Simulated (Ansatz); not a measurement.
**Pressure against volume in LiAl₅**

It was reached by relaxing an invented guess, and it needn't be the stable form of this composition.

Computed with Ansatz, DFT PBE, scalar-relativistic, plane waves, PAW. The final run on the 6-atom cell used 420 eV, a Γ-centred 12×12×4 mesh, 0.10 eV smearing and no spin polarisation.

```cif
data_structure
_symmetry_space_group_name_H-M 'P 1'
_symmetry_Int_Tables_number 1
_cell_length_a 2.8675
_cell_length_b 2.8675
_cell_length_c 12.1404
_cell_angle_alpha 90.000
_cell_angle_beta 90.000
_cell_angle_gamma 90.000
_cell_volume 99.83
loop_
_atom_site_label
_atom_site_type_symbol
_atom_site_fract_x
_atom_site_fract_y
_atom_site_fract_z
_atom_site_occupancy
Li1 Li 0.00000 0.00000 0.00000 1
Al1 Al 0.50000 0.50000 0.82838 1
Al2 Al 0.00000 0.00000 0.66462 1
Al3 Al 0.50000 0.50000 0.50000 1
Al4 Al 0.00000 0.00000 0.33538 1
Al5 Al 0.50000 0.50000 0.17162 1
```

The cell was set to several volumes, with shape and atoms relaxed at each where symmetry leaves them free. Pressure is positive in compression, and energies count from the lowest row. No row has a gap on its mesh.

| row | V (Å³/atom) | P (GPa) | ΔE (meV/atom) |
| --- | --- | --- | --- |
| 1 | 14.641 | 9.85 | 54.7 |
| 2 | 15.141 | 6.77 | 29.1 |
| 3 | 15.640 | ? | ? |
| 4 | 16.139 | 1.92 | 2.9 |
| 5 | 16.638 | 0.00 | 0.0 |
| 6 | 17.137 | -1.65 | 2.7 |
| 7 | 17.636 | -3.03 | 10.1 |
| 8 | 18.302 | -4.52 | 25.9 |

Task: Find B = −V·ΔP/ΔV from rows 4 and 6 and from rows 1 and 2, and from the two its slope B′ and its value B0 at zero pressure.

Result: Rows 4 and 6 give −(16.139 + 17.137)/2 × (-1.65 − (1.92))/(17.137 − 16.139) = 59.5 GPa at a mean pressure of 0.14 GPa. Rows 1 and 2 give −(14.641 + 15.141)/2 × (6.77 − (9.85))/(15.141 − 14.641) = 91.7 GPa at a mean pressure of 8.31 GPa. So B′ = (91.7 − 59.5)/(8.31 − (0.14)) = 3.94 and B0 = 59.5 − 3.94 × (0.14) = 58.9 GPa. A third-order Birch–Murnaghan fit to all the energies gives B0 = 58.7 GPa and B′ = 4.2.

Task: Estimate the pressure and energy of row 3.

Result: From row 5, V0 = 16.638 × (1 + (0.00)/58.9) = 16.638 Å³/atom. Murnaghan's form P = (B0/B′)·[(V0/V)^B′ − 1] gives (58.9/3.94) × [(16.638/15.640)^3.94 − 1] = 4.13 GPa; the computed pressure is 4.14 GPa, so the estimate is off by -0.01 GPa. The work of compression from row 4, with the mean of the two pressures, gives ΔE = 2.9 + (4.13 + 1.92)/2 × (16.139 − 15.640)/160.2 × 1000 = 12.3 meV/atom (1 eV/Å³ = 160.2 GPa); the computed value is 12.3 meV/atom.

All volumes keep the k mesh of the relaxed cell. Symmetry constrained the relaxation, so the result can be a saddle point.
